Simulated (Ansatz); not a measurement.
Ti2InN:
```xyz
8
Lattice="3.0534 0.0000 0.0000 -1.5267 2.6443 0.0000 0.0000 0.0000 13.8859" Properties=species:S:1:pos:R:3 pbc="T T T"
Ti     1.5267     0.8814     5.8436
Ti     0.0000     1.7629     8.0422
Ti     0.0000     1.7629    12.7866
Ti     1.5267     0.8814     1.0993
In     1.5267     0.8814    10.4144
In     0.0000     1.7629     3.4715
N      0.0000     0.0000     0.0000
N      0.0000     0.0000     6.9429
```

Relaxed with PBEsol. Special points in fractions of this cell's reciprocal vectors: Γ (0.000, 0.000, 0.000); M (0.500, 0.000, 0.000); K (0.333, 0.333, 0.000); A (0.000, 0.000, 0.500); L (0.500, 0.000, 0.500); H (0.333, 0.333, 0.500).

Question: List the band energies nearest the Fermi level at these points for plane-wave PAW PBEsol (Ansatz code).

Answer: In eV from the Fermi level; about four levels below and three above (degenerate sets whole), none deeper than 8.9 eV; points with the same levels are listed once.

| k | below | above |
|---|---|---|
| Γ | -4.88 -4.88 -3.69 -2.73 -0.14 | 0.07 0.07 0.08 0.08 |
| M | -2.13 -2.07 -1.46 -1.42 | 1.36 1.42 1.66 |
| K | -1.50 -1.50 -1.47 -1.47 -0.73 | 0.56 0.65 0.65 |
| A | -3.21 -3.21 0.00 0.00 | 0.07 0.07 0.07 0.07 |
| L | -2.10 -2.10 -1.44 -1.44 | 1.39 1.39 1.76 1.76 |
| H | -1.27 -1.27 -0.13 -0.13 | 0.44 0.44 1.50 1.50 |

Space group P6_3/mmc. The workflow started from a Materials Project entry (that database holds measured and hypothetical structures alike); the Crystallography Open Database copy checked does not list it. Whether it is the stable phase at ambient conditions was not checked. The PBEsol relaxation kept the symmetry of its start; its stability against distortions is not shown here. The run is not spin-polarised. Scalar-relativistic: spin–orbit coupling is off unless named, which matters more the heavier the elements.

Potentials: the later of the program's two PAW sets.
